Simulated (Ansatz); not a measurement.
Si$_{2}$Mo:
```cif
data_Mo3Si6
_chemical_formula_sum 'Si6 Mo3'
_space_group_name_H-M_alt 'P6222'
_space_group_IT_number 180
_space_group_name_Hall 'P 62 2 (0 0 4)'
_cell_length_a 4.58494
_cell_length_b 4.58494
_cell_length_c 6.57694
_cell_angle_alpha 90.000
_cell_angle_beta 90.000
_cell_angle_gamma 120.000
loop_
_atom_site_label
_atom_site_type_symbol
_atom_site_symmetry_multiplicity
_atom_site_Wyckoff_symbol
_atom_site_fract_x
_atom_site_fract_y
_atom_site_fract_z
_atom_site_occupancy
Si1 Si 6 j 0.32771 0.16386 0.16667 1
Mo1 Mo 3 d 0.50000 0.00000 0.50000 1
```

Relaxed with r²SCAN.

### Question
Tabulate the valence density and the electron localisation function along the shortest Mo–Mo contact (3.17 Å), plane-wave PAW r²SCAN (Ansatz code).

### Answer


```
distance from Mo (Å)  density (e/Å³)   ELF
--------------------  --------------  ----
0.32                            6.62  0.61
0.48                            5.28  0.72
0.63                            3.33  0.69
0.79                            1.67  0.52
0.95                            0.75  0.27
1.11                            0.39  0.15
1.27                            0.28  0.17
1.43                            0.24  0.26
1.59                            0.23  0.31
1.74                            0.24  0.26
1.90                            0.28  0.17
2.06                            0.39  0.15
2.22                            0.75  0.27
2.38                            1.67  0.52
2.54                            3.33  0.69
2.70                            5.28  0.72
2.85                            6.62  0.61
```

The density is the valence pseudo-density with augmentation charge, so density and ELF within about 1 Å of a nucleus are not all-electron values.

Space group P6_222. The first step of the workflow began from a Materials Project structure, measured or hypothetical; the Crystallography Open Database copy checked does not list it. It is not the phase usual at ambient conditions (space group No. 139). The cell was relaxed with r²SCAN under the symmetry of its start; phonons on a q-mesh show no instability. The run is not spin-polarised.

Potentials: the earlier of the program's two PAW sets.
